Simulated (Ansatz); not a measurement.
MoPt (CsCl type, Pm-3m) at seven volumes, r²SCAN (plane waves, PAW; program Ansatz), scaled uniformly. One row is withheld.

```csv
V (Å³/atom),P (GPa)
14.328,31.12
14.800,18.94
15.273,8.67
15.745,0.01
16.217,?
16.690,-13.40
17.162,-18.53
```

Problem. Fit the shown pressures and predict the withheld one.

Solution. Third-order Birch–Murnaghan: P = (3/2)B₀(x^(7/2) − x^(5/2))[1 + (3/4)(B′ − 4)(x − 1)] with x = (V₀/V)^(2/3). Least squares on the six rows gives V₀ = 15.746 Å³/atom, B₀ = 263.8 GPa, B′ = 4.72. At V = 16.217, x = 0.9805 and P = -7.25 GPa. The run itself gave -7.28 GPa.

The start of the workflow was typed in or built on a structure type; neither database checked (COD, Materials Project) lists it. Whether it is the stable phase at ambient conditions was not checked. Symmetry was held in the r²SCAN relaxation. At this level the phase is mechanically unstable. The run is not spin-polarised. Its formation energy is positive at this level, so the cell may be metastable or incomplete. Scalar-relativistic: spin–orbit coupling is off unless named, which matters more the heavier the elements.

Potentials: the earlier of the program's two PAW sets.
